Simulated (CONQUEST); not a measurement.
Consider a self-consistent single point of GaSb (Cmm2, 8 atoms in the cell; from Materials Project mp-1156, changed as shown).

```
CELL_PARAMETERS angstrom
      6.13721     0.00000     0.00000
      0.00000     6.13721     0.00000
      0.00000     0.00000     6.13721
ATOMIC_POSITIONS crystal
  Ga 0.00000 0.00000 0.00000
  Ga 0.00000 0.50000 0.50000
  Ga 0.50000 0.00000 0.50000
  Ga 0.50000 0.50000 0.00000
  Sb 0.25000 0.25000 0.25000
  Sb 0.25000 0.75000 0.75000
  Sb 0.75000 0.25000 0.75000
  Sb 0.75000 0.73696 0.25000
```

All values come from this method and carry its errors: PBE, numerical atomic orbitals double-zeta with polarisation (the shipped basis), PseudoDojo norm-conserving potentials made for PBE (CONQUEST).

CONQUEST settings:

* **basis**: DZP
* **Diag.MPMeshX, Y, Z**: 3 3 3
* **potentials**: PseudoDojo norm-conserving PBE
* **Grid.GridCutoff**: 140 Ha
* **DM.SolutionMethod**: diagon
* **Diag.kT**: 0.004998 Ha
* **Diag.GammaCentred**: true
* **minE.SCTolerance**: 1.0e-06
* **SC.MaxIters**: 100
* **SC.LinearMixingFactor**: 0.3
* **SC.KerkerPreCondition**: true
* **SC.KerkerFactor**: 0.1 1/bohr
* **AtomMove.TypeOfRun**: static

Results:

- Number of valence electrons: 112
- Number of bands: 144
- Number of k-points after the program's reduction: 14
- Size of the basis: 144
- Number of SCF iterations: 7
- FFT grid: 64 × 64 × 64
- Free energy E − TS: -18222.6449 eV
- Fermi level (on the code's own zero): -4.30 eV
- Pressure: 2.11 GPa
- Largest force (vector length): 0.718 eV/Å

Forces (eV/Å):
```tsv
atom	Fx	Fy	Fz
Ga1	-0.128	-0.147	0.128
Ga2	0.152	-0.162	0.152
Ga3	0.128	-0.147	-0.128
Ga4	-0.152	-0.162	-0.152
Sb5	0.000	-0.069	0.000
Sb6	0.000	0.025	0.000
Sb7	0.000	-0.069	0.000
Sb8	0.000	0.718	0.000
```

Stress (GPa, positive for compression):
```
2.12  0.00  0.41
0.00  2.09  0.00
0.41  0.00  2.12
```

For comparison: a first run was changed to give this one (atom 8 moved by -0.08 angstrom along y), and from it to this one the free energy rises by 3.7 meV/atom, the pressure moves little (2.03 to 2.11 GPa) and the largest force goes from under 0.1 to 0.72 eV/Å.

The program uses no crystal symmetry, so grid and mesh can part values that symmetry would make equal. The atom-centred basis is finite, which shifts total energies, pressures and forces against plane waves. The structure comes from a collection of computed structures, made at another level of theory; the collection holds predicted forms beside known ones. No clean gap shows at this smearing width and mesh (spacing up to 0.34 Å⁻¹); the mesh is coarse for partly filled bands, so the values carry mesh errors. Semi-local functionals can close small gaps.

Cost on one core: around 60 core-seconds (rough).
